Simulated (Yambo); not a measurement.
Data:

```xyz
4
Lattice="3.2197 -1.3582 0.0125 3.2197 1.3582 0.0125 -3.0894 0.0000 5.1595" Properties=species:S:1:pos:R:3 pbc="T T T"
O      2.9925     0.0000     1.2042
O      0.3574     0.0000     3.9804
Na    -1.5447     0.0000     2.5798
Cu     0.0000     0.0000     0.0000
```

Workflow: norm-conserving PBEsol (Quantum ESPRESSO, 92 Ry, scalar-relativistic), then G0W0 in Yambo (6×6×2 Γ-centred k mesh, bands 6 to 94 and a 8 Ry block in the screening, 94 bands in G with the Bruneval-Gonze terminator, plasmon pole fitted at 27.2 eV).

Question: Give the PBEsol and G0W0 gaps between the band edges found on this mesh, and say where the edges lie.

Answer: Edges: (0, 0, -0.5) → (0.167, -0.167, -0.5). PBEsol: 0.55 eV; G0W0: 2.20 eV. The mesh misses an edge: along a dense path the PBEsol gap is 0.47 eV. Convergence of the G0W0 settings was not tested. Oxides, nitrides and fluorides with a shallow 3d shell are known to need far more bands and larger blocks. The 3d shell has no Hubbard U; the runs are without spin polarisation, and magnetic order was not tried.

Geometry strained from the cell relaxed with PBEsol, atoms relaxed again.
